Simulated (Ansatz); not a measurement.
Sc2CO:
```xyz
4
Lattice="1.6174 0.9338 5.2821 -1.6174 0.9338 5.2821 0.0000 -1.8676 5.2821" Properties=species:S:1:pos:R:3 pbc="T T T"
Sc     0.0000     0.0000     3.9047
Sc     0.0000     0.0000    11.9415
C      0.0000     0.0000     7.9231
O      0.0000     0.0000     0.0000
```

Relaxed with r²SCAN.

Q: Which orbitals make up the states near the Fermi level in the program Ansatz at the r²SCAN level (PAW)?

A: Within 0.5 eV of the Fermi level: Sc 3d 49 %, C 2p 44 %, O 2p 6 %. Projections are on Löwdin-orthogonalised atomic valence shells; empty p or d shells of many metals are not among them.

Q: Tabulate the density of states.

A: States/eV per cell of 4 atoms, in 0.25 eV bins, energy from the Fermi level.

```
E (eV)  total  Sc 3d  O 2p  C 2p
------  -----  -----  ----  ----
-7.85    0.00   0.00  0.00  0.00
-7.60    0.00   0.00  0.00  0.00
-7.35    0.00   0.00  0.00  0.00
-7.10    0.00   0.00  0.00  0.00
-6.85    0.00   0.00  0.00  0.00
-6.60    0.00   0.00  0.00  0.00
-6.35    0.01   0.00  0.01  0.00
-6.10    0.63   0.11  0.43  0.02
-5.85    2.38   0.35  1.73  0.06
-5.60    2.55   0.35  1.87  0.07
-5.35    2.22   0.29  1.62  0.10
-5.10    4.50   0.61  3.48  0.13
-4.85    5.39   0.69  4.39  0.06
-4.60    4.50   0.59  3.77  0.02
-4.35    1.82   0.26  1.53  0.01
-4.10    0.00   0.00  0.00  0.00
-3.85    0.00   0.00  0.00  0.00
-3.60    0.00   0.00  0.00  0.00
-3.35    0.00   0.00  0.00  0.00
-3.10    0.00   0.00  0.00  0.00
-2.85    0.32   0.09  0.01  0.19
-2.60    1.01   0.27  0.06  0.58
-2.35    2.96   0.79  0.21  1.70
-2.10    1.74   0.53  0.10  0.95
-1.85    2.40   0.82  0.11  1.29
-1.60    3.93   1.41  0.14  2.20
-1.35    3.95   1.34  0.23  2.21
-1.10    2.16   0.78  0.13  1.18
-0.85    2.32   0.94  0.05  1.27
-0.60    2.41   0.97  0.07  1.33
-0.35    0.65   0.25  0.04  0.35
-0.10    0.15   0.05  0.02  0.08
0.15     0.09   0.08  0.00  0.00
0.40     0.21   0.19  0.01  0.02
0.65     0.33   0.29  0.01  0.03
0.90     0.47   0.40  0.02  0.04
1.15     0.62   0.53  0.03  0.05
1.40     0.80   0.69  0.04  0.05
1.65     1.06   0.92  0.06  0.06
1.90     1.23   1.07  0.07  0.06
2.15     1.30   1.13  0.07  0.06
2.40     1.62   1.43  0.09  0.07
2.65     1.61   1.42  0.09  0.06
2.90     1.86   1.63  0.09  0.07
3.15     2.09   1.80  0.08  0.10
3.40     2.88   2.44  0.10  0.12
3.65     3.08   2.66  0.10  0.08
3.90     3.71   3.26  0.13  0.07
4.15     5.00   4.42  0.22  0.11
```

Space group R-3m. The first step of the workflow began from a Materials Project structure, measured or hypothetical; the Crystallography Open Database copy checked does not list it. Whether it is the stable phase at ambient conditions was not checked. The cell was relaxed with r²SCAN under the symmetry of its start; its stability against distortions is not shown here. The run is not spin-polarised. A small band overlap can be real or an error of a semilocal functional.

Potentials: the later of the program's two PAW sets.
